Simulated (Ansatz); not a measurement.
According to PBE in the plane-wave PAW code Ansatz, HfScTaN₃ in the trigonal phase (P3m1; Pearson symbol hP6) relaxes to a = 3.174 Å, c = 7.743 Å. Hf has 6 nearest neighbours from 2.24 Å (octahedral); Sc has 6 nearest neighbours from 2.24 Å (octahedral); Ta has 6 nearest neighbours from 2.22 Å (octahedral); N on 1c has 6 nearest neighbours from 2.25 Å (octahedral). Against the elements it lies at -1.54 eV/atom, with no fitted shifts.

Electronic character: metallic (no gap).

The start of the workflow was typed in or built on a structure type; neither database checked (COD, Materials Project) lists it. Its standing as an ambient phase is unchecked. The cell was relaxed with PBE under the symmetry of its start; its stability against distortions is not shown here. No spin polarisation was allowed. With an odd number of electrons in the cell and no spin polarisation, the count alone makes it a metal. The references are the lowest solids computed at this level, not always the standard phases (solids in place of the gases). Scalar-relativistic: spin–orbit coupling is off unless named, which matters more the heavier the elements.

Potentials: the later of the program's two PAW sets.
